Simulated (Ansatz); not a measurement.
Ni$_{3}$Ge:
```
CELL_PARAMETERS angstrom
      3.53266     0.00000     0.00000
      0.00000     3.53266     0.00000
      0.00000     0.00000     3.53266
ATOMIC_POSITIONS crystal
  Ni 0.50000 0.00000 0.50000
  Ni 0.00000 0.50000 0.50000
  Ni 0.50000 0.50000 0.00000
  Ge 0.00000 0.00000 0.00000
```

Relaxed with r²SCAN. Special points in fractions of this cell's reciprocal vectors: Γ (0.000, 0.000, 0.000); X (0.000, 0.500, 0.000); M (0.500, 0.500, 0.000); R (0.500, 0.500, 0.500).

Problem. List the band energies nearest the Fermi level at these points for r²SCAN with spin–orbit coupling in the plane-wave PAW code Ansatz.

Solution. In eV from the Fermi level; about four levels below and three above (degenerate sets whole), none deeper than 8.9 eV; points with the same levels are listed once.

| k | below | above |
|---|---|---|
| Γ | -0.69 -0.69 -0.69 -0.69 -0.34 -0.34 | 0.00 0.00 0.08 0.08 0.08 0.08 |
| X | -1.21 -1.21 -0.63 -0.63 | 0.06 0.06 3.68 3.68 |
| M | -0.95 -0.95 -0.92 -0.92 | 0.63 0.63 0.64 0.64 |
| R | -0.18 -0.18 -0.18 -0.18 | 0.80 0.80 4.37 4.37 |

Space group Pm-3m (Cu3Au type). The workflow started from a Materials Project entry (that database holds measured and hypothetical structures alike); the Crystallography Open Database copy checked does not list it. Its standing as an ambient phase is unchecked. The cell was relaxed with r²SCAN under the symmetry of its start; whether a distortion lowers the energy is not shown. No spin polarisation was allowed.

Potentials: the later of the program's two PAW sets.
